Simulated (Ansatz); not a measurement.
# Ga: all-electron results

```
Ga
1.0
     1.45000   -4.06500    0.00000
     1.45000    4.06500    0.00000
     0.00000    0.00000    3.17000
Ga
2
Direct
  0.86700 0.13300 0.25000
  0.13300 0.86700 0.75000
```

Atom numbers follow the list: Ga1, Ga2.

The cell comes from COD entry 9012485, which wasn't checked; take it as a given geometry.

All numbers below come from Ansatz 0.2.0, DFT, LDA, all-electron LAPW, scalar-relativistic.

The runs use a Γ-centred 12×12×10 k mesh, Fermi–Dirac smearing of 0.08 eV, basis error target 1 meV/atom, no spin polarisation.

```yaml
Band_gap: "none: bands cross the Fermi level, a metal"
Largest_force: 0.177 eV/Å on Ga1
Volume_per_atom: 18.68 Å³
```

Question: Predict this quantity. Density of states at the Fermi level (0.2 eV bin).

Answer: 0.73 states/eV per cell.

Question: Predict this quantity. Pressure at this cell.

Answer: -3.79 GPa.

Question: Give the computed value. Stress xx, yy, zz (compression positive).

Answer: -5.84, -2.97, -2.57 GPa.
